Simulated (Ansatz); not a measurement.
TiCo (Pm-3m); Co2 tilted by 50° from z and held.

```xyz
2
Lattice="2.9861 0.0000 0.0000 0.0000 2.9861 0.0000 0.0000 0.0000 2.9861" Properties=species:S:1:pos:R:3 pbc="T T T"
Ti    0.0000    0.0000    0.0000
Co    1.4931    1.4931    1.4931
```

The source of the geometry is a structure from the Materials Project; atoms and cell stay fixed.

Functional, mesh and filling: PBE, 13×13×13 k mesh, Fermi–Dirac smearing of 0.03 eV. PAW means Ansatz 0.2.0 on its default frozen-core files. Site moments are integrated in spheres about the atoms. Start moments (μB): Co2 1.

Iteration by iteration:

```tsv
iteration	Harris–Foulkes energy less the last (meV)	density residual (eV)	∫|m| (μB)
1	-1164.812	1.3e+01	0.4118
2	-12171.293	2.8e+02	0.8327
3	-467.734	5.3e+00	0.5177
4	-12.848	2.8e-01	0.7687
5	-300.840	4.5e+00	0.7144
6	1.109	1.5e-01	0.9691
7	-2.090	3.6e-02	1.0463
8	0.745	1.0e-03	1.0848
9	-0.421	3.9e-03	1.1033
10	-0.103	7.1e-04	1.0926
11	-0.002	1.2e-04	1.0977
12	0.003	4.6e-06	1.1021
13	0.001	2.8e-06	1.1039
14	0.000	3.1e-06	1.1051
15	0.000	1.5e-07	1.1053
16	0.000	6.7e-09	1.1053
```

Site moments (μB): Ti1 (-0.03, 0.00, -0.02); Co2 (0.76, 0.00, 0.63). Cell moment 0.88 μB.

The Ansatz runs typed with the search for lower states off end where their start leads. None of this fixes the real material's magnetic order: only patterns that fit the cell were computed, at zero temperature, with a functional that can overstate moments.
